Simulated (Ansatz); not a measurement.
Sb, DFT, PBEsol, PAW with Ansatz's default frozen-core files, scalar-relativistic (Ansatz 0.2.0), run on 1 thread of Arm Neoverse V2 on a shared host.

The geometry is COD entry 9013010, unchecked; take it as a test cell. The listed cell was then made from it by scaling, straining or moving an atom.

Command: `ansatz run input.yaml --threads 1 --pin off --max-ram 3072MiB --backend cpu --events-out ev --progress --plain --runs-dir out`

```yaml
crystal:
  lattice:
    - [-1.5351, 1.5351, 2.48]
    - [1.5351, -1.5351, 2.48]
    - [1.5351, 1.5351, -2.48]
  atoms:
    - { symbol: Sb, position: [0.0, 0.0, 0.0] }
kpoints:
  mp_grid: { grid: [19, 19, 19] }
scf:
  occupations: { method: fermi_dirac, width: 0.05 }
hamiltonian:
  xc: pbesol
  pseudopotentials: { kind: paw }
output:
  forces: true
  stress: true
  eigenvalues: true
  efg: { contact_densities: true }
  write_density: true
  write_potential: true
  elf: true
  volumetric_format: npy
```

**Question.** How large is the problem that the program sets up?

**Answer.** 550 irreducible k-points, 461 plane waves at Γ, 12 bands.

**Question.** Estimate the wall time and the peak memory.

**Answer.** 13 s of wall time for 7 SCF iterations, with a peak of 0.44 GiB. Times on shared machines scatter by tens of per cent.

**Question.** And the same cell and mesh by crystal-made all-electron datasets, asked for forces, stress, eigenvalues, efg, on the same hardware?

**Answer.** 12 s, peak memory 0.43 GiB.
